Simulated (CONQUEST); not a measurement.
CONQUEST run on TePb (Fm-3m, 8 atoms in the cell; from Materials Project mp-19717, changed as shown): self-consistent single point.

All values come from this method and carry its errors: PBE, numerical atomic orbitals double-zeta with polarisation (the shipped basis), PseudoDojo norm-conserving potentials made for PBE run with CONQUEST.

The change in words: lattice scaled by 0.98. Reference geometry (Fm-3m):
```yaml
crystal:
  lattice:
    - [6.54179, 0.00000, 0.00000]
    - [0.00000, 6.54179, 0.00000]
    - [0.00000, 0.00000, 6.54179]
  atoms:
    - { symbol: Te, position: [0.00000, 0.00000, 0.00000] }
    - { symbol: Te, position: [0.00000, 0.50000, 0.50000] }
    - { symbol: Te, position: [0.50000, 0.00000, 0.50000] }
    - { symbol: Te, position: [0.50000, 0.50000, 0.00000] }
    - { symbol: Pb, position: [0.50000, 0.00000, 0.00000] }
    - { symbol: Pb, position: [0.50000, 0.50000, 0.50000] }
    - { symbol: Pb, position: [0.00000, 0.00000, 0.50000] }
    - { symbol: Pb, position: [0.00000, 0.50000, 0.00000] }
```

Reference input (self-consistent single point, DFT, PBE, numerical atomic orbitals double-zeta with polarisation (the shipped basis), PseudoDojo norm-conserving potentials made for PBE): basis = DZP; Diag.MPMeshX, Y, Z = 4 4 4; potentials = PseudoDojo norm-conserving PBE; Grid.GridCutoff = 140 Ha; DM.SolutionMethod = diagon; Diag.kT = 0.001837 Ha; Diag.GammaCentred = true; minE.SCTolerance = 1.0e-07; SC.MaxIters = 100; SC.LinearMixingFactor = 0.5; SC.KerkerPreCondition = true; SC.KerkerFactor = 0.1 1/bohr. This run's input differs from it in these lines:

```diff
@@ -31,14 +31,14 @@
 # file: coords.dat
-    12.362191465      0.000000000      0.000000000
-     0.000000000     12.362191465      0.000000000
-     0.000000000      0.000000000     12.362191465
+    12.114947258      0.000000000      0.000000000
+     0.000000000     12.114947258      0.000000000
+     0.000000000      0.000000000     12.114947258
 8
     0.000000000     0.000000000     0.000000000  1 T T T
-    0.000000000     6.181095732     6.181095732  1 T T T
-    6.181095732     0.000000000     6.181095732  1 T T T
-    6.181095732     6.181095732     0.000000000  1 T T T
-    6.181095732     0.000000000     0.000000000  2 T T T
-    6.181095732     6.181095732     6.181095732  2 T T T
-    0.000000000     0.000000000     6.181095732  2 T T T
-    0.000000000     6.181095732     0.000000000  2 T T T
+    0.000000000     6.057473629     6.057473629  1 T T T
+    6.057473629     0.000000000     6.057473629  1 T T T
+    6.057473629     6.057473629     0.000000000  1 T T T
+    6.057473629     0.000000000     0.000000000  2 T T T
+    6.057473629     6.057473629     6.057473629  2 T T T
+    0.000000000     0.000000000     6.057473629  2 T T T
+    0.000000000     6.057473629     0.000000000  2 T T T
```

Log, with long lists cut:

```
    PulayMixSC: Starting Pulay mixing, A_up =  0.500 A_dn =  0.500
    PulayMixSC: Spin non-polarised calculation.
    PulayMixSC: with Kerker preconditioning, q0 =  0.100
          Harris-Foulkes Energy            :    -19075.589602609794383 eV
          Free Energy (E-TS)               :    -19075.589631635208207 eV
    PulayMixSC: Pulay iteration     1 residual:              0.70878E-03
          Harris-Foulkes Energy            :    -19074.818160248203640 eV
          Free Energy (E-TS)               :    -19074.818215030227293 eV
    PulayMixSC: Pulay iteration     2 residual:              0.24991E-03
   [... lines left out ...]
          Free Energy (E-TS)               :    -19074.738829938301933 eV
    PulayMixSC: Pulay iteration     6 residual:              0.96804E-06
          Harris-Foulkes Energy            :    -19074.738774761990499 eV
          Free Energy (E-TS)               :    -19074.738828197765542 eV
    PulayMixSC: Pulay iteration     7 residual:              0.11411E-06
          Harris-Foulkes Energy            :    -19074.738774834608193 eV
          Free Energy (E-TS)               :    -19074.738828270492377 eV
    PulayMixSC: Pulay iteration     8 residual:              0.61372E-07
    PulayMixSC: Reached SCF tolerance of  0.61372E-07 after      8 iterations
      | Number of electrons      =       120.000152
      | GS Energy as E-(1/2)TS   =    -19074.738801552550285 eV
      | Free Energy as E-TS      =    -19074.738828270492377 eV
      |* Harris-Foulkes energy   =    -19074.738774834608193 eV
      |* DFT total energy        =    -19074.738774846857268 eV

    force: Forces on atoms (eV/a0)
    force:  Atom   X              Y              Z
    force:     1   0.0000000000   0.0000000000  -0.0000000000
   [... zero for the other atoms too ...]

    force: Maximum force :        0.00000000(eV/a0) on atom         5 in z direction
    force: Force Residual:        0.00000000 eV/a0
    force: Total stress:         -3.64713960    -3.64713960    -3.64713960 GPa
    force: Average pressure:      3.64713960 GPa

    get_E_and_F: Change in energy during last step of electronic optimisation: -0.26687E-08
```

The run converged in 8 iterations. CONQUEST prints the stress tensor with tension positive. Against the reference run the free energy goes up by 26.4 meV/atom, the pressure goes from 0.62 to 3.65 GPa and the gap on the mesh goes from 0.876 to 0.760 eV.

Spin-orbit coupling is left out, which matters for bands and gaps with elements this heavy. The program uses no crystal symmetry, so grid and mesh can part values that symmetry would make equal. The atom-centred basis is finite, which shifts total energies, pressures and gaps against plane waves. The structure comes from a collection of computed structures, made at another level of theory; the collection holds predicted forms beside known ones.

Cost on one core: roughly 60 core-seconds.
